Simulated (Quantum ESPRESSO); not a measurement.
# GaZr3NbScPd2: input and log of a self-consistent run

A calculation, not a measurement. The program is pw.x of Quantum ESPRESSO 7.5 (plane-wave density functional theory). The cell is made up: eight metal atoms on a face-centred cubic lattice, with elements, volume, strain and displacements drawn at random and not relaxed, so it may be unstable or far from any real phase. PseudoDojo standard norm-conserving files set the functional (PBE unless stated); there is no spin polarisation or spin-orbit coupling, the Fermi-Dirac width of 0.25 eV means electrons at about 2900 K, and the masses in the input are unused placeholders. A spin test at this wide smearing found no moment, but such smearing suppresses magnetism that the real alloy may have.

Input:

```
&control calculation='scf', pseudo_dir='./dojo.nc.sr.pbe.v0_5.standard.upf', outdir='./o', disk_io='minimal', tprnfor=.true., tstress=.true. /
&system ibrav=0, nat=8, ntyp=5, nbnd=72, ecutwfc=82.02448710, nosym=.true., tot_charge=0,
 occupations='smearing', smearing='fd', degauss=0.0183746611
/
&electrons conv_thr=1.470e-08, electron_maxstep=70, mixing_beta=0.5 /
ATOMIC_SPECIES
Ga 1.0 Ga.upf
Nb 1.0 Nb.upf
Pd 1.0 Pd.upf
Sc 1.0 Sc.upf
Zr 1.0 Zr.upf
CELL_PARAMETERS angstrom
-2.1268 -4.2535 -2.1268
-4.2535 2.1268 2.1268
0.0 4.2535 -4.2535
ATOMIC_POSITIONS angstrom
Ga 0.0298 0.036 -0.1796
Zr -0.0227 2.0044 -2.1302
Nb -2.1339 2.2539 0.0038
Sc -2.2379 4.1012 -2.1426
Pd -2.1478 0.0257 -1.9958
Pd -2.1937 2.2053 -4.1943
Zr -4.1569 -0.0878 -0.0533
Zr -4.37 2.1757 -1.9711
K_POINTS automatic
5 5 4 1 1 1
```

The log is shortened where brackets say so; the opening notice, blank lines, dates and the lines on written files are dropped, and the path of the files is cut. It prints rydbergs, bohrs and kilobars, and counts compression as positive stress. Its total energy is the free energy E - TS of the whole cell.

```
     Program PWSCF v.7.5
     Parallel version (MPI & OpenMP), running on       4 processor cores
     Number of MPI processes:                 4
     Threads/MPI process:                     1
     [start-up lines left out]
     bravais-lattice index     =            0
     lattice parameter (alat)  =       9.8445  a.u.
     unit-cell volume          =    1038.6604 (a.u.)^3
     number of atoms/cell      =            8
     number of atomic types    =            5
     number of electrons       =       109.00
     number of Kohn-Sham states=           72
     kinetic-energy cutoff     =      82.0245  Ry
     charge density cutoff     =     328.0979  Ry
     scf convergence threshold =      1.5E-08
     mixing beta               =       0.5000
     number of iterations used =            8  plain     mixing
     Exchange-correlation= PBE
                           (   1   4   3   4   0   0   0)
     [axes and pseudopotential details left out]
   Cartesian axes
     site n.     atom                  positions (alat units)
         1        Ga     tau(   1) = (   0.0057203   0.0069105  -0.0344755  )
         2        Zr     tau(   2) = (  -0.0043574   0.3847591  -0.4089073  )
         3        Nb     tau(   3) = (  -0.4096176   0.4326525   0.0007294  )
         4        Sc     tau(   4) = (  -0.4295811   0.7872551  -0.4112876  )
         5        Pd     tau(   5) = (  -0.4122858   0.0049333  -0.3831083  )
         6        Pd     tau(   6) = (  -0.4210966   0.4233233  -0.8051263  )
         7        Zr     tau(   7) = (  -0.7979471  -0.0168538  -0.0102313  )
         8        Zr     tau(   8) = (  -0.8388532   0.4176414  -0.3783669  )
     number of k points=    50  Fermi-Dirac smearing, width (Ry)=  0.0184
                       cart. coord. in units 2pi/alat
        k(    1) = (  -0.1722302   0.0267936  -0.1263008), wk =   0.0400000
        k(    2) = (  -0.2105031   0.1416159  -0.3176671), wk =   0.0400000
     [further k points left out]
     Dense  grid:   104355 G-vectors     FFT dimensions: (  60,  60,  72)
     Estimated max dynamical RAM per process >     368.61 MB
     Estimated total dynamical RAM >       1.37 GB
     Initial potential from superposition of free atoms
     starting charge     108.9849, renormalised to     109.0000
     Starting wfcs are   77 randomized atomic wfcs
     total cpu time spent up to now is        5.8 secs
     per-process dynamical memory:   285.3 Mb
     Self-consistent Calculation
     iteration #  1     ecut=    82.02 Ry     beta= 0.50
     Davidson diagonalization with overlap
     ethr =  1.00E-02,  avg # of iterations =  2.3
     total cpu time spent up to now is       18.4 secs
     total energy              =   -1205.56287891 Ry
     estimated scf accuracy    <      22.43280214 Ry
     iteration #  2     ecut=    82.02 Ry     beta= 0.50
     Davidson diagonalization with overlap
     ethr =  1.00E-02,  avg # of iterations =  3.0
     total cpu time spent up to now is       35.1 secs
     total energy              =   -1217.71100831 Ry
     estimated scf accuracy    <      54.70969428 Ry
     iteration #  3     ecut=    82.02 Ry     beta= 0.50
     Davidson diagonalization with overlap
     ethr =  1.00E-02,  avg # of iterations =  2.5
     total cpu time spent up to now is       47.7 secs
     total energy              =   -1220.65097465 Ry
     estimated scf accuracy    <       8.98073320 Ry
     iteration #  4     ecut=    82.02 Ry     beta= 0.50
     Davidson diagonalization with overlap
     ethr =  8.24E-03,  avg # of iterations =  1.3
     total cpu time spent up to now is       57.9 secs
     total energy              =   -1220.42453373 Ry
     estimated scf accuracy    <       5.02556289 Ry
     iteration #  5     ecut=    82.02 Ry     beta= 0.50
     Davidson diagonalization with overlap
     ethr =  4.61E-03,  avg # of iterations =  2.0
     total cpu time spent up to now is       68.4 secs
     total energy              =   -1220.08268285 Ry
     estimated scf accuracy    <       2.46215562 Ry
     [iterations 6 to 14 left out]
     iteration # 15     ecut=    82.02 Ry     beta= 0.50
     Davidson diagonalization with overlap
     ethr =  4.75E-09,  avg # of iterations =  4.4
     total cpu time spent up to now is      191.4 secs
     total energy              =   -1220.14163348 Ry
     estimated scf accuracy    <       0.00000440 Ry
     iteration # 16     ecut=    82.02 Ry     beta= 0.50
     Davidson diagonalization with overlap
     ethr =  4.04E-09,  avg # of iterations =  2.0
     total cpu time spent up to now is      202.0 secs
     total energy              =   -1220.14163406 Ry
     estimated scf accuracy    <       0.00000142 Ry
     iteration # 17     ecut=    82.02 Ry     beta= 0.50
     Davidson diagonalization with overlap
     ethr =  1.30E-09,  avg # of iterations =  1.3
     total cpu time spent up to now is      212.1 secs
     total energy              =   -1220.14163419 Ry
     estimated scf accuracy    <       0.00000010 Ry
     iteration # 18     ecut=    82.02 Ry     beta= 0.50
     Davidson diagonalization with overlap
     ethr =  9.37E-11,  avg # of iterations =  4.3
     total cpu time spent up to now is      224.6 secs
     total energy              =   -1220.14163420 Ry
     estimated scf accuracy    <       0.00000007 Ry
     iteration # 19     ecut=    82.02 Ry     beta= 0.50
     Davidson diagonalization with overlap
     ethr =  6.54E-11,  avg # of iterations =  2.0
     total cpu time spent up to now is      235.4 secs
     End of self-consistent calculation
     [lines on levels left out]
!    total energy              =   -1220.14163421 Ry
     estimated scf accuracy    <          6.8E-09 Ry
     smearing contrib. (-TS)   =      -0.12491821 Ry
     internal energy E=F+TS    =   -1220.01671600 Ry
     The total energy is F=E-TS. E is the sum of the following terms:
     one-electron contribution =    -391.01563562 Ry
     hartree contribution      =     255.36086552 Ry
     xc contribution           =    -229.22959261 Ry
     ewald contribution        =    -855.13235328 Ry
     convergence has been achieved in  19 iterations
     Forces acting on atoms (cartesian axes, Ry/au):
     atom    1 type  1   force =    -0.01455412   -0.02202211    0.02839631
     atom    2 type  5   force =    -0.03391786    0.04114430    0.00701697
     atom    3 type  2   force =     0.02444512   -0.04164260    0.01406456
     atom    4 type  4   force =     0.07306692    0.06575966   -0.00768851
     atom    5 type  3   force =     0.00058559   -0.00297041   -0.01356129
     atom    6 type  3   force =     0.00924441   -0.02292546   -0.00926511
     atom    7 type  5   force =    -0.03953159    0.04021698    0.02552846
     atom    8 type  5   force =    -0.01933847   -0.05756037   -0.04449139
     Total force =     0.164426     Total SCF correction =     0.000287
     Computing stress (Cartesian axis) and pressure
          total   stress  (Ry/bohr**3)                   (kbar)     P=       31.88
   0.00007913   0.00006778   0.00004441           11.64        9.97        6.53
   0.00006778   0.00025592  -0.00000698            9.97       37.65       -1.03
   0.00004441  -0.00000698   0.00031517            6.53       -1.03       46.36
     init_run     :      5.44s CPU      5.71s WALL (       1 calls)
     electrons    :    223.91s CPU    229.57s WALL (       1 calls)
     forces       :      1.69s CPU      1.69s WALL (       1 calls)
     stress       :      5.81s CPU      5.81s WALL (       1 calls)
     [timing details left out]
     PWSCF        :   3m56.98s CPU   4m 2.95s WALL
     JOB DONE.
```

In other units: free energy -16600.873 eV for the cell, pressure 3.19 GPa, largest force component 1.879 eV/Å in size. The run took 245 s of wall time with four MPI processes on a shared machine (Intel Xeon, 2023 or later, virtual cores), so the time is rough. A rerun of this cell at a higher cutoff and on a denser mesh moved values by no more than 0.004 eV in energy, 0.02 GPa in stress and 0.004 eV/Å in force, and a second program with other atomic files agreed on that cell to 2 % rms in force and 0.5 GPa in pressure.